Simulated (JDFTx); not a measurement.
An input for JDFTx (a modified build) (W(110), CANDLE, water, 1 M NaF; bohr, hartree) and the course of its log:

```
lattice \
  5.9910365274 2.9955182637 0.0000000000 \
  0.0000000000 4.2363025539 0.0000000000 \
  0.0000000000 0.0000000000 73.1324010230
coords-type Lattice
ion W 0.5000000000 0.0000000000 -0.0868897200 0
ion W 0.0000000000 0.0000000000 -0.0289632400 0
ion W 0.5000000000 0.0000000000 0.0289632400 0
ion W 0.0000000000 0.0000000000 0.0868897200 0
ion-species pseudo/w_pbe_v1.2.upf
elec-cutoff 20 100
elec-ex-corr gga-PBE
coulomb-interaction Slab 001
coulomb-truncation-embed 0 0 0
kpoint-folding 10 10 1
elec-smearing Fermi 0.01
elec-n-bands 39
target-mu -0.148467
electronic-scf nIterations 100 energyDiffThreshold 1e-07
fluid LinearPCM
pcm-variant CANDLE
fluid-solvent H2O
fluid-cation Na+ 1
fluid-anion F- 1
fluid-minimize nIterations 400 knormThreshold 1e-11
wavefunction read f0.wfns
elec-initial-eigenvals f0.eigenvals
elec-initial-fillings read f0.fillings
fluid-initial-state f0.fluidState
dump-name f0_u0.$VAR
dump End State Ecomponents EigStats BandEigs Forces ElecDensity IonicPositions Fillings Kpoints Dtot FluidDebug BoundCharge FluidDensity
```

```
[one cycle in 5 is shown, and the last three; fluid-solver lines are left out]
	FillingsUpdate:  mu: -0.148467000  nElectrons: 57.693736
SCF: Cycle:  0   G: -265.574732406022065   dG: +8.948e-01   |Residual|: 9.385e-02   |deigs|: 5.765e-11
	FillingsUpdate:  mu: -0.148467000  nElectrons: 56.452477
SCF: Cycle:  5   G: -266.428386467780570   dG: +2.067e-02   |Residual|: 2.169e-02   |deigs|: 1.347e-03
	FillingsUpdate:  mu: -0.148467000  nElectrons: 57.761354
SCF: Cycle: 10   G: -265.493875326360410   dG: +8.404e-02   |Residual|: 9.731e-02   |deigs|: 8.140e-04
	FillingsUpdate:  mu: -0.148467000  nElectrons: 57.912828
SCF: Cycle: 15   G: -265.334106452703850   dG: +2.111e-01   |Residual|: 1.032e-01   |deigs|: 1.835e-03
	FillingsUpdate:  mu: -0.148467000  nElectrons: 58.113497
SCF: Cycle: 20   G: -265.028315744393069   dG: +3.937e-01   |Residual|: 1.154e-01   |deigs|: 3.075e-03
	FillingsUpdate:  mu: -0.148467000  nElectrons: 58.483069
SCF: Cycle: 25   G: -264.320987400267597   dG: -1.414e+00   |Residual|: 1.422e-01   |deigs|: 6.648e-03
	FillingsUpdate:  mu: -0.148467000  nElectrons: 58.797349
SCF: Cycle: 30   G: -263.830638873981684   dG: +4.628e-01   |Residual|: 1.556e-01   |deigs|: 2.370e-03
	FillingsUpdate:  mu: -0.148467000  nElectrons: 58.204626
SCF: Cycle: 35   G: -264.921764182899324   dG: -9.567e-01   |Residual|: 1.162e-01   |deigs|: 5.664e-03
	FillingsUpdate:  mu: -0.148467000  nElectrons: 57.585329
SCF: Cycle: 40   G: -265.689627247027431   dG: +1.371e-01   |Residual|: 8.208e-02   |deigs|: 1.454e-03
	FillingsUpdate:  mu: -0.148467000  nElectrons: 56.922753
SCF: Cycle: 45   G: -266.250649469094867   dG: -7.727e-02   |Residual|: 4.428e-02   |deigs|: 1.510e-03
	FillingsUpdate:  mu: -0.148467000  nElectrons: 56.556587
SCF: Cycle: 50   G: -266.439004170145267   dG: +2.475e-02   |Residual|: 1.776e-02   |deigs|: 1.899e-03
	FillingsUpdate:  mu: -0.148467000  nElectrons: 56.267269
SCF: Cycle: 55   G: -266.472808874483917   dG: -7.919e-04   |Residual|: 5.850e-04   |deigs|: 4.441e-04
	FillingsUpdate:  mu: -0.148467000  nElectrons: 56.235479
SCF: Cycle: 60   G: -266.472681092877679   dG: +9.593e-05   |Residual|: 1.281e-03   |deigs|: 9.517e-05
	FillingsUpdate:  mu: -0.148467000  nElectrons: 56.258171
SCF: Cycle: 65   G: -266.472853012722680   dG: -2.493e-06   |Residual|: 4.336e-05   |deigs|: 2.119e-05
	FillingsUpdate:  mu: -0.148467000  nElectrons: 56.256282
SCF: Cycle: 70   G: -266.472852267890914   dG: -6.167e-06   |Residual|: 7.342e-05   |deigs|: 3.209e-05
	FillingsUpdate:  mu: -0.148467000  nElectrons: 56.256242
SCF: Cycle: 75   G: -266.472852344821661   dG: +1.049e-07   |Residual|: 7.378e-05   |deigs|: 3.210e-05
	FillingsUpdate:  mu: -0.148467000  nElectrons: 56.255308
SCF: Cycle: 80   G: -266.472850259905897   dG: +2.595e-06   |Residual|: 1.306e-04   |deigs|: 2.236e-05
	FillingsUpdate:  mu: -0.148467000  nElectrons: 56.252939
SCF: Cycle: 85   G: -266.472843387483351   dG: +3.651e-06   |Residual|: 2.633e-04   |deigs|: 1.248e-05
	FillingsUpdate:  mu: -0.148467000  nElectrons: 56.258672
SCF: Cycle: 90   G: -266.472852762403761   dG: +3.138e-07   |Residual|: 9.981e-05   |deigs|: 1.497e-05
	FillingsUpdate:  mu: -0.148467000  nElectrons: 56.252447
SCF: Cycle: 95   G: -266.472841319374368   dG: +4.217e-07   |Residual|: 2.913e-04   |deigs|: 1.821e-06
	FillingsUpdate:  mu: -0.148467000  nElectrons: 56.254088
SCF: Cycle: 97   G: -266.472847556916292   dG: -3.504e-06   |Residual|: 1.992e-04   |deigs|: 1.242e-05
	FillingsUpdate:  mu: -0.148467000  nElectrons: 56.254617
SCF: Cycle: 98   G: -266.472849086920917   dG: -1.530e-06   |Residual|: 1.694e-04   |deigs|: 6.622e-06
	FillingsUpdate:  mu: -0.148467000  nElectrons: 56.253891
SCF: Cycle: 99   G: -266.472846933210633   dG: +2.154e-06   |Residual|: 2.131e-04   |deigs|: 9.314e-06
SCF: None of the convergence criteria satisfied after 100 iterations.
IonicMinimize: Iter:   0  G: -266.472846933210633  |grad|_K:  0.000e+00
IonicMinimize: Converged (|grad|_K<1.000000e-04).
```

This run gave no converged result. The loop ran out of cycles short of its threshold. It has stalled and not diverged: the last ten energies span 1e-05 Ha, so the total is near its end, but levels, forces and the electron count aren't shown converged.
